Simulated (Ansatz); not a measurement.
## Kick test of a cell of ZnCd2Te3

The structure comes from a generated guess, relaxed at this level; another structure or a mixture of phases may lie lower.

The calculation used DFT PBE, scalar-relativistic, plane waves, PAW in Ansatz. Settings: cutoff 420 eV, Γ-centred mesh 8×8×8 on the computed 6-atom cell, Gaussian smearing of 0.02 eV; no spin polarisation.

The cell below (6 atoms, space group I-4m2 (No. 119)) is relaxed within its symmetry.

```cif
data_structure
_symmetry_space_group_name_H-M 'P 1'
_symmetry_Int_Tables_number 1
_cell_length_a 10.2866
_cell_length_b 10.2866
_cell_length_c 10.2866
_cell_angle_alpha 154.361
_cell_angle_beta 154.361
_cell_angle_gamma 36.575
_cell_volume 203.52
loop_
_atom_site_label
_atom_site_type_symbol
_atom_site_fract_x
_atom_site_fract_y
_atom_site_fract_z
_atom_site_occupancy
Zn1 Zn 0.50000 0.50000 0.00000 1
Cd1 Cd 0.83734 0.83734 0.00000 1
Cd2 Cd 0.16266 0.16266 0.00000 1
Te1 Te 0.57486 0.07486 0.50000 1
Te2 Te 0.25000 0.75000 0.50000 1
Te3 Te 0.92514 0.42514 0.50000 1
```

For the test a repeat of it with 12 atoms (edges 4.56, 9.13, 10.29 Å) was strained at random (σ = 1.5 % a component), the atoms were moved at random (σ = 0.10 Å), and all was relaxed again on a coarse 4×2×4 mesh (in the run’s order of axes) with 0.10 eV smearing, with no symmetry imposed.

Spin–orbit coupling, which can matter for Te, is left out.

Question: Does it come back?

Answer: It returns, within 1 meV/atom of the unmoved cell on that mesh and with the same symmetry when read at 0.1 Å (P1 at 0.01 Å, so small strains and shifts remain). No instability shows in this cell; modes of other wave vectors, which need another repeat, aren't tested.
